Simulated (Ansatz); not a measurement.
Input file of a DFT run on Bi with Ansatz:

```yaml
crystal:
  lattice:
    - [2.3213790224, 1.3402488035, 4.0999795359]
    - [-2.3213790224, 1.3402488035, 4.0999795359]
    - [0.0, -2.6804976069, 4.0999795359]
  atoms:
    - { symbol: Bi, position: [0.2317511114, 0.2317511114, 0.2317511114] }
    - { symbol: Bi, position: [0.7682488886, 0.7682488886, 0.7682488886] }
basis:
  ecutwfc: 420
  ecutrho_ratio: 4
kpoints:
  mp_grid: { grid: [12, 12, 12] }
  band_path:
    path:
      - [[0.0, 0.0, 0.0], [0.5, 0.5, 0.5], [0.7620946, 0.2379054, 0.5]]
      - [[0.5, -0.2379054, 0.2379054], [0.5, 0.0, 0.0], [0.0, 0.0, 0.0], [0.3689527, -0.3689527, 0.0]]
      - [[0.6310473, 0.0, 0.3689527], [0.5, 0.0, 0.5], [0.0, 0.0, 0.0]]
    npoints: 10
hamiltonian:
  xc: pbe
scf:
  occupations: { method: gaussian, width: 0.05 }
  n_extra_bands: 26
output:
  forces: true
  stress: true
  eigenvalues: true
  populations: true
  dos: { projected: true, de: 0.02, nscf_kmesh: { grid: [18, 18, 18] } }
  bader: false
magnetization:
  noncollinear: true
  spin_orbit: true
checkpoint:
  read: start.run
```

The folder start.run holds the converged state of an earlier run on the same cell; the run starts from that state's density and uses only the symmetry operations that the state has.

**Question.** Before reading the output: what should come out?

**Answer.** Pressure 0.0 GPa, gap on the mesh zero (metallic) (PBE+SOC).

Output, machine lines left out:

```
scf.n_extra_bands = 26 over 30 filled bands (N_el = 30.0): the run solves 56 bands
Pseudopotentials: kind: paw_fr
Pseudopotential: Bi, paw_fr, valence charge 15, recommended cutoff 420 eV (normal), Bi.paw.azcp#standard-fr
Crystal: 2 atoms, lattice volume = 76.536 Å³
Basis set: ecut = 420 eV, 1513 PW (Γ), exchange–correlation on 72×72×72 points (8 copies of the dense FFT grid, shifted against one another)
Bands: 56, of which v1, the nominal top of the filled ones, is band 30 counted from 1 (29 counted from 0)
Symmetry: 12 space group operations + 12 with time reversal
Magnetic group: BNS 166.98 (UNI 1328), of the structure as read, at distance tolerance 4.2e-5 Å
k-points: 189 of 1728
Projection manifold: j_resolved (fully-relativistic pseudo-atomic orbitals)
Initial density: read from a saved state, or passed on in memory by an earlier SCF of this step, an earlier step, the calling program or the single point that the run made first
Initial wavefunctions: pseudopotential atomic-orbital guess
Functional: x = pbe(κ = 0.804, μ = 0.21951), c = pbe(β = 0.06672)
iter 1 solved again at ethr=6.23e-7 eV; its pass at ethr=3.10e-3 eV (dr2=1.87e-4 eV) is discarded
```

```
SCF iter   1: F=—  HF=-24876.883716 eV  |F-HF|=—  |Δ(HF+E_count)|=         —  Δρ=5.94e-7  dr2=6.28e-11  dr2_m=0.00e0 (ungated)  |M|=0.00e0 ∫|m|=0.00e0 μB
SCF iter   2: F=—  HF=-24876.883751 eV  |F-HF|=—  |Δ(HF+E_count)|=   3.52e-5  Δρ=3.26e-7  dr2=3.22e-11  dr2_m=0.00e0 (ungated)  |M|=0.00e0 ∫|m|=0.00e0 μB
SCF iter   3: F=-24876.883751 eV  HF=-24876.883751 eV  |F-HF|=1.09e-11  |Δ(HF+E_count)|=  1.46e-11  Δρ=2.47e-7  dr2=1.73e-11  dr2_m=0.00e0 (ungated)  |M|=0.00e0 ∫|m|=0.00e0 μB
```

```
SCF 1 converged in 3 iterations: F = -24876.883751 eV  dr2 = 1.73e-11
NSCF: frozen V_eff on 73 k-points
NSCF: frozen V_eff on 580 k-points
SCF converged after 3 iterations
Magnetization: |M| = 0.0000 μB,  M = (+0.0000, +0.0000, +0.0000) μB
Absolute magnetization: 0.0000 μB (∫|m|)
  site 0: m = (+0.0000, +0.0000, +0.0000) μB, |m| = 0.0000 μB  (R = 1.29 Å)
  site 1: m = (+0.0000, +0.0000, +0.0000) μB, |m| = 0.0000 μB  (R = 1.29 Å)
Free energy (F): -24876.883751 eV
E sigma→0 (E₀):  -24876.883719 eV
Entropy (-TS):   -0.000064 eV (-0.032 meV/atom)
Fermi energy:    8.514521 eV
--- Per-component energies (eV) ---
  E_band       = -245.077972
  E_kinetic    = 606.965981
  E_local      = -3254.032317  (includes V_loc(G=0)·N_el)
  E_nonlocal   = 1120.953704
  E_hartree    = 1072.174572
  E_xc         = -302.665552
  E_vxc        = -288.095882  (∫ρ·V_xc dr)
  E_paw        = -21412.063013  (= ΣΔE_a)
  E_vpaw       = -575.217974  (= ΣTr[D̂ρ^β])
  E_aug_tail   = -0.000762  (compensation charges beyond the density's cutoff)
  E_ewald      = -2708.216301
  E_smearing   = -0.000064  (= −TS)
--- Forces (eV/Å), atoms counted from 1 ---
  atom   1  Bi     0.00000000     0.00000000    -0.00236689
  atom   2  Bi     0.00000000     0.00000000     0.00236689
--- Stress (GPa, compression-positive) ---
       -0.018106       0.000000       0.000000
        0.000000      -0.018106       0.000000
        0.000000       0.000000       0.063009
  P = ⅓ Tr σ = 0.0089 GPa (0.089 kbar)
--- Löwdin populations: 2 sites ---
  site symbol       q [e]
     0     Bi     14.9755
     1     Bi     14.9755
```

Total energies depend on the potentials used, so only differences within one code and one set of settings carry meaning.

The structure is built of weakly bound bilayers, and this functional has no dispersion term, so their spacing and all that hangs on it (volume, the soft elastic constants, low modes, dielectric constants) are poorly given.
